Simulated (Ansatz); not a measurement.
The elements of this relaxed trial crystal are hidden behind letters.

```
lattice vectors (Å)
   3.7298    0.0000    0.0000
  -1.8649    3.2301    0.0000
   0.0000    0.0000    4.6632
fractional positions
X 0.0000 0.0000 0.0000
Z 0.6667 0.3333 0.5000
Q 0.3333 0.6667 0.5000
```

Method: DFT PBE, scalar-relativistic, plane waves, PAW in Ansatz 0.2.0. Cutoff 420 eV, Γ-centred 12×12×12 mesh (3-atom cell), Gaussian smearing of 0.10 eV, no spin polarisation.

```
Space group                                 : P-6m2 (No. 187)
Conventional cell                           : a = 3.730 Å, c = 4.663 Å
Volume per atom                             : 18.73 Å³
Density                                     : 3.77 g/cm³
Formation energy                            : +0.22 eV/atom
Gap on the 12×12×12 mesh of the 3-atom cell : 0 eV (a metal)
```

Energies are uncorrected and count from the elements' standard states at the same level.

Q: X is an s-block element of period 3, Z is a d-block element of period 5 and Q is a p-block element of period 2. Which elements are they?

A: X = Mg, Z = Zr, Q = C, so the formula is MgZrC. Density times volume gives a mean mass of 3.77 × 18.73/1.6605 = 42.5 u per atom, and this set has 42.5 u. Mg has 6 C at 3.17 Å and 6 Zr at 3.17 Å; Zr has 3 C at 2.15 Å, 6 Mg at 3.17 Å and 6 Zr at 3.73 Å; C is surrounded by 3 Zr at 2.15 Å and 6 Mg at 3.17 Å. Other sets within the hints have nearly the same mass, so mass alone doesn't settle it; this one was computed.

Symmetry constrained the relaxation, so the result can be a saddle point. Another cell of MgZrC relaxed alike, in P4/mmm, lies 0.54 eV/atom lower, so this cell isn't the stable form at this level.
